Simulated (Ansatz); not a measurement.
GaAs in space group Pm-3n (No. 223; Ga on 6c, As on 6d), the program Ansatz at the PBE level (PAW), all energies at zero smearing, with the estimated change up to a 700 eV cutoff added, with one set of potentials and settings (totals compare only within such a set). Cell of 12 atoms (6 Ga, 6 As): -51837.329 eV.

```json
[
 {"element": "Ga", "reference phase": "Cmce, 4 atoms in the cell", "E (eV/atom)": "-3783.0209"},
 {"element": "As", "reference phase": "R-3m, 2 atoms in the cell", "E (eV/atom)": "-4856.1377"}
]
```

Formation energy per atom, worked out: (-51837.329 − 6×(-3783.0209) − 6×(-4856.1377))/12 = -0.198 eV/atom (-19 kJ per mol of atoms), at 0 K, without zero-point energy or fitted corrections.

The start of the workflow was typed in or built on a structure type; neither database checked (COD, Materials Project) lists it. It is not the phase usual at ambient conditions (space group No. 216). The cell was relaxed with PBE under the symmetry of its start; whether a distortion lowers the energy is not shown. The volume moved by 27 % from the start of the relaxation. The references are the lowest solids computed at this level, not always the standard phases.

Potentials: the later of the program's two PAW sets.
